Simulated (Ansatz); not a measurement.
Relaxed-ion elastic tensor of NiBi (NiAs type, space group No. 194) in GPa (Voigt order), PBEsol in the plane-wave PAW code Ansatz; density 11.78 g/cm³, 18.87 Å³ per atom.

```
 154  78.7  83.3   0.0   0.0   0.0
78.7   154  83.3   0.0   0.0   0.0
83.3  83.3   158   0.0   0.0   0.0
 0.0   0.0   0.0  55.6   0.0   0.0
 0.0   0.0   0.0   0.0  55.6   0.0
 0.0   0.0   0.0   0.0   0.0  37.8
```

**Question.** Is the crystal mechanically stable?

**Answer.** Yes: the smallest eigenvalue of C is 37.8 GPa.

**Question.** Work out the Voigt, Reuss and Hill averages.

**Answer.** K_V = 106, K_R = 106, K_H = 106; G_V = 44.6, G_R = 42.9, G_H = 43.8 GPa.

**Question.** Give Young's modulus, Poisson's ratio, Pugh's ratio and the universal anisotropy index.

**Answer.** E = 9KG/(3K + G) = 115 GPa; ν = 0.32; K/G = 2.43 (ductile by the Pugh limit of 1.75); A_U = 5G_V/G_R + K_V/K_R − 6 = 0.20.

**Question.** Estimate the sound speeds and the Debye temperature.

**Answer.** v_l = √((K + 4G/3)/ρ) = 3740 m/s, v_t = √(G/ρ) = 1930 m/s, mean 2160 m/s; Θ = (h/k)(3n/4πV)^(1/3) v_m = 241 K.

**Question.** Solve the Christoffel equation for the three sound speeds along x, y, z.

**Answer.** Eigenvalues of C_ijkl n_j n_l equal ρv². In km/s, slowest first: x 1.79, 2.17, 3.62; y 1.79, 2.17, 3.62; z 2.17, 2.17, 3.67.

**Question.** How much does each axis shrink under pressure?

**Answer.** Linear compressibilities β_i = Σ_j S_ij (j = 1 to 3): x 3.3, y 3.3, z 2.9 per TPa.

Space group P6_3/mmc (NiAs type). The workflow started from a Materials Project entry (that database holds measured and hypothetical structures alike); the Crystallography Open Database copy checked does not list it. Its standing as an ambient phase is unchecked. Symmetry was held in the PBEsol relaxation; of distortions, only those at the zone centre were tested. No spin polarisation was allowed. As this level gives no gap, shear constants depend on the k-mesh and smearing (Fermi–Dirac, 0.1 eV here). Scalar-relativistic: spin–orbit coupling is off unless named, which matters more the heavier the elements.

Potentials: the later of the program's two PAW sets.
